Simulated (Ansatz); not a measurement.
Data:

SiSe₂:
```cif
data_Se2Si
_chemical_formula_sum 'Si1 Se2'
_space_group_name_H-M_alt 'P 1'
_space_group_IT_number 1
_cell_length_a 4.50428
_cell_length_b 4.50428
_cell_length_c 4.50428
_cell_angle_alpha 60.000
_cell_angle_beta 60.000
_cell_angle_gamma 60.000
loop_
_space_group_symop_operation_xyz
  'x, y, z'
loop_
_atom_site_label
_atom_site_type_symbol
_atom_site_fract_x
_atom_site_fract_y
_atom_site_fract_z
_atom_site_occupancy
Si1 Si 0.00000 0.00000 0.00000 1
Se1 Se 0.25000 0.25000 0.25000 1
Se2 Se 0.75000 0.75000 0.75000 1
```

This is the PBE-relaxed structure.

Task: All from DFT-PBE in the program Ansatz with PAW potentials, unless another level is named. Estimate the electronic character.

Result: metallic (no gap).

Task: And the formation energy from the elements (no fitted shifts)?

Result: 0.40 eV/atom.

Task: Give the density of states at the Fermi level.

Result: 0.89 states/eV per atom (mean over ±0.08 eV).

Space group Fm-3m (fluorite or antifluorite type). A made-up cell: these elements were put on the sites of a structure type; neither database checked (COD, Materials Project) lists it. COD files the formula under space group No. 72, so this cell is another polymorph or a model. Its standing as an ambient phase is unchecked. The PBE relaxation kept the symmetry of its start; whether a distortion lowers the energy is not shown. The references are the lowest solids computed at this level, not always the standard phases. Scalar-relativistic: spin–orbit coupling is off unless named, which matters more the heavier the elements.

Potentials: the later of the program's two PAW sets.
